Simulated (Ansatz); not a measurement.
A relaxed structure of Sr$_{2}$H$_{3}$I is spoiled in several ways and relaxed again each time (noise and exchanges are one random draw each; pressure is positive under compression). The numbers are results of PBE (plane waves to 420 eV, PAW, scalar-relativistic; Ansatz, a quantum-chemistry and plane-wave program), not measurements.

```cif
data_H3ISr2
_chemical_formula_sum 'Sr2 H3 I1'
_space_group_name_H-M_alt 'P-3m1'
_space_group_IT_number 164
_space_group_name_Hall '-P 3 2"'
_cell_length_a 4.24561
_cell_length_b 4.24561
_cell_length_c 7.71170
_cell_angle_alpha 90.000
_cell_angle_beta 90.000
_cell_angle_gamma 120.000
loop_
_atom_site_label
_atom_site_type_symbol
_atom_site_symmetry_multiplicity
_atom_site_Wyckoff_symbol
_atom_site_fract_x
_atom_site_fract_y
_atom_site_fract_z
_atom_site_occupancy
Sr1 Sr 2 d 0.33333 0.66667 0.32196 1
H1 H 1 b 0.00000 0.00000 0.50000 1
H2 H 2 d 0.66667 0.33333 0.35813 1
I1 I 1 a 0.00000 0.00000 0.00000 1
```

Question: One start gave a first pressure of +0.1 GPa, a largest first force of 0.71 eV/Å and released 0.11 eV/atom. Which change was it?
(A) deformed by the Cartesian strain tensor (xx, yy, zz, yz, xz, xy) = (-0.064, 0.057, 0.070, 0.037, -0.071, 0.037)
(B) with every coordinate shifted by Gaussian noise of σ = 0.1 Å
(C) with one H and one Sr atom exchanged in a cell of 6 atoms

Answer: A, deformed by the Cartesian strain tensor (xx, yy, zz, yz, xz, xy) = (-0.064, 0.057, 0.070, 0.037, -0.071, 0.037). All starts:

```csv
change,first pressure (GPa),largest first force (eV/Å),released (eV/atom),moves,outcome,final group,E − E(parent) (eV/atom)
with every coordinate shifted by Gaussian noise of σ = 0.1 Å,0.5,0.99,0.046,5,returns to the parent,P-3m1,0.000
"deformed by the Cartesian strain tensor (xx, yy, zz, yz, xz, xy) = (-0.064, 0.057, 0.070, 0.037, -0.071, 0.037)",0.1,0.71,0.11,7,returns to the parent,P-3m1,0.000
with one H and one Sr atom exchanged in a cell of 6 atoms,–,–,0.40,11,trapped higher,P-6m2,+0.146
```

First-step values come from each run's starting, coarser k-mesh (6×6×3). Each cell has its own k-point mesh; energy differences are given only to the digits this allows. No spin polarisation in the result.

The relaxation started from an entry of Materials Project.
